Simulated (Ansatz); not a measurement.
# MgPd (Pm-3m): from strained cells to moduli

```yaml
crystal:
  lattice:
    - [3.14158, 0.00000, 0.00000]
    - [0.00000, 3.14158, 0.00000]
    - [0.00000, 0.00000, 3.14158]
  atoms:
    - { symbol: Mg, position: [0.00000, 0.00000, 0.00000] }
    - { symbol: Pd, position: [0.50000, 0.50000, 0.50000] }
```

The conventional cell has a = 3.142 Å, b = 3.142 Å, c = 3.142 Å, α = 90.00°, β = 90.00°, γ = 90.00°. Around Mg (atom 1) lie 8 Pd at 2.72 Å. Pd (atom 2) is surrounded by 8 Mg at 2.72 Å.

Computed, not measured; unless marked otherwise by PBEsol, all-electron LAPW in Ansatz 0.2.0, scalar-relativistic. k mesh 14×14×14, Fermi-Dirac smearing of 0.050 eV, basis error target 0.5 meV/atom. The cell was relaxed by PAW under this functional.

The cell is cubic and carries a residual pressure of -0.03 GPa at this level. Each strain component that symmetry leaves independent is applied at ±0.005 and ±0.01, the ions relax wherever a strain frees them, and the stress (tension positive, GPa) is read. Shears are engineering strains, γ = 2ε.

```tsv
strain	size	σxx	σyy	σzz	σyz	σxz	σxy
xx	-0.01	-1.2288	-0.9704	-0.9704	0.0000	0.0000	0.0000
xx	-0.005	-0.5743	-0.4647	-0.4647	0.0000	0.0000	0.0000
xx	+0.005	0.5731	0.5346	0.5346	0.0000	0.0000	0.0000
xx	+0.01	1.0551	1.0351	1.0351	0.0000	0.0000	0.0000
yz	-0.01	0.0048	0.0279	0.0279	-0.6881	0.0000	0.0000
yz	-0.005	0.0264	0.0323	0.0323	-0.3443	0.0000	0.0000
yz	+0.005	0.0264	0.0323	0.0323	0.3443	0.0000	0.0000
yz	+0.01	0.0048	0.0279	0.0279	0.6881	0.0000	0.0000
```

The slope is [8(σ(+δ) − σ(−δ)) − (σ(+2δ) − σ(−2δ))]/(12δ), and the program imposes the crystal's symmetry on the matrix.

Problem. What are the independent elastic constants?

Solution. C11 = 114.9, C12 = 99.8, C44 = 68.9 GPa.

Problem. Do they meet the Born conditions?

Solution. C11 − C12 = 15.1, C11 + 2C12 = 314.5 and C44 = 68.9 GPa must all be positive, so the crystal is elastically stable; that says nothing yet of its phonons.

Problem. What moduli does a random aggregate of grains have?

Solution. B = (C11 + 2C12)/3 = 104.8 GPa. G_V = (C11 − C12 + 3C44)/5 = 44.4 and G_R = 5(C11 − C12)C44/(4C44 + 3(C11 − C12)) = 16.2, so G_H = 30.3 GPa. Then E = 9BG/(3B + G) = 82.9 GPa, ν = (3B − 2G)/(6B + 2G) = 0.368 and B/G = 3.46, on the ductile side of Pugh's 1.75 (a rule of thumb).

Problem. With the density of 7.001 g/cm³, how fast does sound travel, and what Debye temperature follows?

Solution. 

```csv
direction,slow (m/s),middle (m/s),fast (m/s)
[100],3137,3137,4052
[110],1039,3137,5017
[111],2000,2000,5300
```

The mean of v⁻³ over directions and branches gives v_m = 2167 m/s and θ_D = (ħ/k_B) v_m (6π²n)^(1/3) = 259 K, n being atoms per volume. Young's modulus spans 22 to 170 GPa over directions, and the universal anisotropy index is 8.67.

Problem. How far do the constants move if PAW replaces LAPW in the same cell?

Solution. 

```csv
constant,LAPW (GPa),PAW (GPa),difference
C11,114.9,114.7,-0.2
C12,99.8,99.6,-0.2
C44,68.9,68.7,-0.2
```

Problem. What happens at 5 GPa (cell relaxed there)?

Solution. The volume falls to 0.9576 of its value, and C11 = 149.6, C12 = 116.8, C44 = 81.8 GPa (slopes of the stress), in this structure whether or not another phase takes over.

Caveats: responses of metals move with mesh and smearing; the frozen-core PAW files of the compared runs were fitted under PBE, their cores solved anew for this functional.
